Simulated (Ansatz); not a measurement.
# MgPd6Pb2Se, a known structure type with other elements, at an estimated volume

```yaml
crystal:
  lattice:
    - [0.00000, 4.33924, 4.33924]
    - [4.33924, 0.00000, 4.33924]
    - [4.33924, 4.33924, 0.00000]
  atoms:
    - { symbol: Pd, position: [0.73930, 0.26070, 0.26070] }
    - { symbol: Pd, position: [0.26070, 0.73930, 0.26070] }
    - { symbol: Pd, position: [0.26070, 0.73930, 0.73930] }
    - { symbol: Pd, position: [0.73930, 0.26070, 0.73930] }
    - { symbol: Pd, position: [0.26070, 0.26070, 0.73930] }
    - { symbol: Pd, position: [0.73930, 0.73930, 0.26070] }
    - { symbol: Pb, position: [0.25000, 0.25000, 0.25000] }
    - { symbol: Pb, position: [0.75000, 0.75000, 0.75000] }
    - { symbol: Se, position: [0.50000, 0.50000, 0.50000] }
    - { symbol: Mg, position: [0.00000, 0.00000, 0.00000] }
```

The numbers come from plane-wave PAW DFT (Ansatz): PBE, no spin polarisation, 420 eV, 7×7×7 Γ-centred k points, gaussian occupations (width 0.1017 eV). Nothing was relaxed.

Task: Is the cell too large or too small?

Result: The pressure is 45.2 GPa (compression positive), so with the atoms held at these fractions the cell would first expand; the forces are large, so a full relaxation may end otherwise.

Task: Describe some of the short contacts.

Result: Pd–Se at 2.08 Å: least valence density 1.06 e/Å³ and ELF 0.50 there. Pd–Mg at 2.26 Å: least valence density 0.31 e/Å³ and ELF 0.09 there. Pb–Pd at 3.07 Å: least valence density 0.19 e/Å³ and ELF 0.19 there. These are pseudo-fields; inside the PAW spheres they differ from the all-electron ones.

Task: Is there a gap?

Result: It is a metal, with about 4.7 states/eV a cell as the mean within 0.25 eV of the Fermi level, mostly Pd d (33 %) and Pb p (28 %).

Task: Where is the largest force?

Result: The largest is on Pd5 (and as large on other atoms): 4.65 eV/Å, components (0.00, 0.00, -4.65). It makes 180° with the line to a nearest neighbour, Se9 at 2.08 Å, pointing away from it.

Origin: a known structure type with other elements, at an estimated volume, so it need not be a known compound. Caveats: many states at the Fermi level without spin polarisation, so a magnetic state may lie lower; atoms or cell far from equilibrium.
